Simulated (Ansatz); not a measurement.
### Question
Each is relaxed and computed with DFT-PBE in the program Ansatz with PAW potentials. Which is the only metal?
A) InSbO4, I-4 (In on 2d, Sb on 2a, O on 8g)
B) AlZnInO4, R3m (Pearson symbol hR7)
C) InSn2Sb, R3m (In on 3a, Sb on 3a, Sn on 3a, Sn on 3a)
D) ZnInGaO4, R3m (Pearson symbol hR7)

### Answer
C, InSn2Sb, R3m (In on 3a, Sb on 3a, Sn on 3a, Sn on 3a). InSn2Sb: metal; ZnInGaO4: gap 1.11 eV (direct); AlZnInO4: gap 1.77 eV; InSbO4: gap 2.26 eV (indirect). Constructed cells (a structure type filled with these elements, in neither database checked): AlZnInO4, R3m (Pearson symbol hR7). Typed or built starts, not in the databases checked: InSn2Sb, R3m (In on 3a, Sb on 3a, Sn on 3a, Sn on 3a); InSbO4, I-4 (In on 2d, Sb on 2a, O on 8g). All cells were relaxed under the symmetry of their starts (and spin orders); stability against distortions was not tested throughout. Spin–orbit coupling is left out wherever it is not named.

Potentials: the earlier of the program's two PAW sets.
